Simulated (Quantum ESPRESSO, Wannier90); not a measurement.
# TePb2S (R-3m): Wannier90 run

```xyz
4
Lattice="-2.2220 3.8486 0.0000 -4.4440 0.0000 0.0000 -2.2220 1.2829 7.2599" Properties=species:S:1:pos:R:3 pbc="T T T"
Te    -4.4440     2.5657     3.6299
Pb    -2.2220     1.2829     1.6345
Pb     2.2220    -1.2829    -1.6345
S      0.0000     0.0000     0.0000
```

Structure: Materials Project mp-1217283, symmetrised, not relaxed again. Not found in the COD (Crystallography Open Database) copy used; not checked further. Level: PBEsol, spinors with spin-orbit coupling; pw.x of Quantum ESPRESSO at 64 Ry with PseudoDojo potentials, 4×4×4 k-points, Wannier90. Density: 8×8×8 mesh, cold smearing 0.01 Ry. With spin-orbit coupling a semilocal functional can close or falsely invert a small gap; the band order was not checked against a better method.

A tight-binding model is made by disentanglement and projection with no localisation steps (num_iter = 0), so the 32 orbitals stay atom-like: hydrogen-like Te: s;p; Pb: s;p; S: s;p, axes along x, y, z; frozen window up to 1.50 eV relative to the Fermi level. It follows pw.x to 7.8 meV rms for states up to 1.0 eV relative to the Fermi level. Matrix elements depend on this choice of orbitals and windows.

### Question
What are the on-site energies relative to the Fermi level, and how fast do the hoppings decay?

### Answer
```
atom         orbitals  energy (eV)
----  ---------------  -----------
Te1             s↑ s↓        -9.68
Te1           pz↑ pz↓        -0.55
Te1   px↑ px↓ py↑ py↓        -0.58
Pb2             s↑ s↓        -6.91
Pb2           pz↑ pz↓         1.81
Pb2   px↑ px↓ py↑ py↓         1.83
Pb3             s↑ s↓        -6.91
Pb3           pz↑ pz↓         1.81
Pb3   px↑ px↓ py↑ py↓         1.83
S4              s↑ s↓       -11.32
S4            pz↑ pz↓        -1.30
S4    px↑ px↓ py↑ py↓        -1.34
```

| distance of the centres (Å) | largest modulus (eV) |
|---|---|
| 3–4 | 1.1 |
| 4–5 | 0.29 |
| 5–6 | 0.021 |
| 6–7 | 0.24 |

Effective spin-orbit constants λ of λ L·S, from the same-site elements px↑–py↑ (λ/2) and dx2-y2↑–dxy↑ (λ), where they are among the larger elements: Pb2 p 1.2 eV, Pb3 p 1.2 eV.
